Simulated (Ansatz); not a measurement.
TePb:
```cif
data_Pb4Te4
_chemical_formula_sum 'Te4 Pb4'
_space_group_name_H-M_alt 'Fm-3m'
_space_group_IT_number 225
_space_group_name_Hall '-F 4 2 3'
_cell_length_a 6.53453
_cell_length_b 6.53453
_cell_length_c 6.53453
_cell_angle_alpha 90.000
_cell_angle_beta 90.000
_cell_angle_gamma 90.000
loop_
_atom_site_label
_atom_site_type_symbol
_atom_site_symmetry_multiplicity
_atom_site_Wyckoff_symbol
_atom_site_fract_x
_atom_site_fract_y
_atom_site_fract_z
_atom_site_occupancy
Te1 Te 4 a 0.00000 0.00000 0.00000 1
Pb1 Pb 4 b 0.50000 0.50000 0.50000 1
```
(The calculation used a cell of 2 atoms; values per cell refer to that cell.)

Relaxed with r²SCAN.

Problem. Decompose the optical modes at the zone centre into irreducible representations, and say which are infrared and Raman allowed.

Solution. Point group m-3m: Γ_opt = T1u. Infrared: T1u. Raman: none.

Problem. Assign frequencies (DFPT, DFT-r²SCAN in the program Ansatz with PAW potentials; without the LO–TO term).

Solution. T1u 12 cm⁻¹.

The cell was relaxed with r²SCAN under the symmetry of its start; of distortions, only those at the zone centre were tested. Spin–orbit coupling is left out wherever it is not named.

Potentials: the later of the program's two PAW sets.
